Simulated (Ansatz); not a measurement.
A plane-wave DFT run in Ansatz 0.2.0 (scalar-relativistic PAW potentials unless the input names others): input and command.

```yaml
crystal:
  lattice:
    - [1.5806896008, 0.9126115665, 3.546388558]
    - [-1.5806896008, 0.9126115665, 3.546388558]
    - [0.0, -1.825223133, 3.546388558]
  atoms:
    - { symbol: Mg, position: [0.0, 0.0, 0.0] }
    - { symbol: O, position: [0.428786, 0.428786, 0.428786] }
    - { symbol: O, position: [0.571214, 0.571214, 0.571214] }
basis:
  ecutwfc: 500
kpoints:
  mp_grid: { grid: [6, 6, 6] }
hamiltonian:
  xc: r2scan
scf:
  occupations: { method: gaussian, width: 0.05 }
  mixing: { preconditioner: local_kerker }
output:
  forces: true
  eigenvalues: true
  stress: true
```

```bash
ansatz run input.yaml --threads 1 --pin off --max-ram 2560MiB --backend cpu --events-out ev --progress --plain --runs-dir out
```

Abridged log:
```
Basis set: ecut = 500 eV, 781 PW (Γ), exchange–correlation on 120×120×120 points (64 copies of the dense FFT grid, shifted against one another)
Bands: 15, of which v1, the nominal top of the filled ones, is band 11 counted from 1 (10 counted from 0)
Symmetry: 12 space group operations
k-points: 32 of 216
SCF iter   1: F=—  HF=-3063.617457 eV  |F-HF|=—  |Δ(HF+E_count)|=         —  Δρ=1.11e-2  dr2=1.19e-2  dr2_τ=1.28e-1  ethr=1.77e-3  ⟨swp⟩=5.4  Hψ=2579  notcnv=0
SCF iter   2: F=—  HF=-3063.691574 eV  |F-HF|=—  |Δ(HF+E_count)|=   7.41e-2  Δρ=6.28e-3  dr2=4.50e-3  dr2_τ=2.88e-4  ethr=5.43e-5  ⟨swp⟩=2.1  Hψ=1217  notcnv=0
SCF iter   3: F=—  HF=-3063.691586 eV  |F-HF|=—  |Δ(HF+E_count)|=   1.14e-5  Δρ=1.25e-3  dr2=1.64e-4  dr2_τ=3.80e-5  ethr=2.05e-5  ⟨swp⟩=2.9  Hψ=915  notcnv=0
SCF iter   4: F=—  HF=-3063.691601 eV  |F-HF|=—  |Δ(HF+E_count)|=   1.54e-5  Δρ=2.25e-4  dr2=8.41e-6  dr2_τ=2.29e-6  ethr=7.43e-7  ⟨swp⟩=2.0  Hψ=705  notcnv=0
SCF iter   5: F=—  HF=-3063.691601 eV  |F-HF|=—  |Δ(HF+E_count)|=   3.41e-9  Δρ=6.50e-5  dr2=5.88e-7  dr2_τ=1.32e-7  ethr=3.82e-8  ⟨swp⟩=2.0  Hψ=780  notcnv=0
SCF iter   6: F=-3063.691601 eV  HF=-3063.691601 eV  |F-HF|=6.55e-9  |Δ(HF+E_count)|=   1.66e-7  Δρ=8.08e-6  dr2=2.05e-8  dr2_τ=1.30e-9  ethr=4.55e-10  ⟨swp⟩=5.0  Hψ=2173  notcnv=0
SCF 1 converged in 6 iterations: F = -3063.691601 eV  dr2 = 2.05e-8
SCF converged after 6 iterations
Free energy (F): -3063.691601 eV
Harris-Foulkes:  -3063.691601 eV  (|F-HF|=6.55e-9)
Internal energy: -3063.691601 eV  (E = F + TS)
E sigma→0 (E₀):  -3063.691601 eV
Fermi energy:    7.268352 eV
--- Forces (eV/Å), atoms counted from 1 ---
  atom   1  Mg     0.00000000     0.00000000     0.00000000
  atom   2  O      0.00000000     0.00000000     0.75222871
  atom   3  O      0.00000000     0.00000000    -0.75222871
--- Stress (GPa, compression-positive) ---
       -0.746273       0.000000       0.000000
        0.000000      -0.746273       0.000000
        0.000000       0.000000     -13.585332
  P = ⅓ Tr σ = -5.0260 GPa (-50.260 kbar)
```

Apart from outputs and empty bands, the input differs from a reference run on usual settings in kpoints.mp_grid.grid: [12, 12, 12] → [6, 6, 6]; scf.mixing.preconditioner: not typed → "local_kerker". The reference, at the same geometry (not necessarily relaxed), gave pressure -5.02 GPa, largest force 0.752 eV/Å, gap on the mesh 2.59 eV. This run converged in 6 SCF iterations (reference: 6) with an energy at zero smearing 0.02 meV/atom above the reference's, pressure -5.03 GPa, largest force 0.752 eV/Å, gap on the mesh 2.59 eV. Its k mesh is looser than usual, yet energy, pressure and forces hardly moved.

Time: 1.6 s on 1 thread of Intel(R) Xeon(R) 6975P-C (Granite Rapids), on a shared host, peak memory 0.41 GiB.